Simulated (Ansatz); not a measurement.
A geometry of Al2O3 away from equilibrium: step 17 of the relaxation of a generated cell, Al2O3 built in the AFLOW prototype A3B2_hP5_164_ad_d (D5_13, as in Al3Ni2). All values below come from r2SCAN (plane waves to 500 eV, PAW, scalar-relativistic; Ansatz, a first-principles code). Γ-centred k-mesh 8×8×6 on the run's cell (coarser than for final values), Fermi–Dirac smearing 0.05 eV.

```xyz
5
Lattice="2.9042 0.0000 0.0000 -1.4521 2.5151 0.0000 0.0000 0.0000 5.8856" Properties=species:S:1:pos:R:3 pbc="T T T"
O      0.0000     0.0000     0.0000
O      0.0000     1.6768     3.9597
O      1.4521     0.8384     1.9259
Al     0.0000     1.6768     1.3172
Al     1.4521     0.8384     4.5684
```

Task: Which atoms carry the largest force, and which way does it point?

Result: 0.03 eV/Å, on O2, O3 (atoms numbered as listed); on O2 its components are (0.00, 0.00, 0.03).

Task: What is the pressure?

Result: +6.3 GPa, compression positive.

No spin polarisation in the result.

The run could not lose the symmetry of its start.

The first start was generated by placing the elements on the sites of a structure type. Materials Project lists a structure of Al2O3 in the same space group, P-3m1 (No. 164); the sites were not compared with it, nor with measured phases. Known forms of Al2O3 include space group No. 167.
